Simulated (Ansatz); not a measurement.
Te2Mo in space group P6_3/mmc (No. 194; Te on 4f, Mo on 2c), DFT-LDA in the program Ansatz with PAW potentials, all energies at zero smearing, with the estimated change up to a 700 eV cutoff added, with one set of potentials and settings (totals compare only within such a set). Cell of 6 atoms (4 Te, 2 Mo): -36996.618 eV.

```tsv
element	reference phase	E (eV/atom)
Te	P3_121, 3 atoms in the cell	-6827.2741
Mo	Im-3m, 1 atoms in the cell	-4842.8866
```

Formation energy per atom, worked out: (-36996.618 − 4×(-6827.2741) − 2×(-4842.8866))/6 = -0.291 eV/atom (-28 kJ per mol of atoms), at 0 K, without zero-point energy or fitted corrections.

The LDA relaxation kept the symmetry of its start. No spin polarisation was allowed. A crystal of weakly bound layers computed without a dispersion correction: the cell and the soft elastic constants depend strongly on that. The references are the lowest solids computed at this level, not always the standard phases. Spin–orbit coupling is left out wherever it is not named.

Potentials: the earlier of the program's two PAW sets. The files were generated under PBE; for other functionals the program regenerates the frozen cores, and for LDA and PBEsol the local potential too.
